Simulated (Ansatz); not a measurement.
Squeezing HfRu

```
CELL_PARAMETERS angstrom
3.23300 0.00000 0.00000
0.00000 3.23300 0.00000
0.00000 0.00000 3.23300
ATOMIC_POSITIONS crystal
Hf 0.00000 0.00000 0.00000
Ru 0.50000 0.50000 0.50000
```

The base volume is that of a database entry, with shape and atoms relaxed on PAW files at held volume, so it needn't be at zero pressure; the structure needn't be the stable phase, at rest or compressed.

Its volume is scaled, and at each volume shape and atoms are relaxed on PAW files; all methods then take that cell.

All numbers are PBEsol results (scalar-relativistic) from Ansatz 0.2.0, with a Γ-centred 11×11×11 k mesh, Fermi–Dirac smearing of 0.05 eV, no spin polarisation. Methods: LAPW: all electrons, basis error target 1 meV/atom; PAW: frozen-core files, cutoff 420 eV; crystal datasets: all electrons, by PAW datasets that the program makes for each cell.

Energies are extrapolated to zero smearing and count from the unscaled cell; pressure is positive in compression; gaps take the mesh and a band path. No temperature or zero-point motion is included.

Spin–orbit coupling is left out, which matters for the heavy atoms. The PAW files were made under PBE.

```csv
V/V0,V (Å³/atom),P LAPW (GPa),ΔE LAPW (eV/atom),P PAW − LAPW (GPa),ΔE PAW − LAPW (meV/atom),space group,shortest distance (Å)
1.00,16.90,-4.41,0.000,-0.01,0.0,Pm-3m,2.800
0.75,12.67,?,0.925,-0.06,-0.8,Pm-3m,2.544
0.45,7.60,805.6,11.570,-1.23,-9.2,Pm-3m,2.146
0.40,6.76,1176,16.729,-1.81,-17.9,Pm-3m,2.063
```

Problem. What belongs in the row "0.75", column "P LAPW (GPa)"?

Solution. 97.2.

Problem. From the table, what is the rise of the enthalpy H = E + pV up to the last row, and how stiff is the crystal between the last two rows?

Solution. ΔH = 16.729 eV + (1176 GPa × 6.76 Å³ + 4.41 GPa × 16.90 Å³) × 0.006242 eV/(GPa·Å³) = 66.82 eV/atom, of which pV makes 75 %. The mean bulk modulus there is −ΔP/Δln V = 3150 GPa.

Problem. At the smallest volume, how far do crystal datasets lie from LAPW in pressure?

Solution. crystal datasets: 0.00 GPa, on a LAPW pressure of 1176 GPa.

Problem. How do the Löwdin populations by LAPW change from the unscaled cell to the last row?

Solution. Hf 5s 1.95 → 1.82, Hf 6s 0.82 → 0.43, Hf 5p 5.99 → 5.80, Hf 5d 3.00 → 4.29, Hf 4f 14.00 → 13.95, Ru 4s 1.94 → 1.81, Ru 5s 0.77 → 0.43, Ru 4p 5.98 → 5.84, Ru 4d 7.40 → 7.53 electrons an atom. These are projections on the shells that the free atoms fill; 0.16 e a cell lies outside them at the start and 0.13 e at the end.
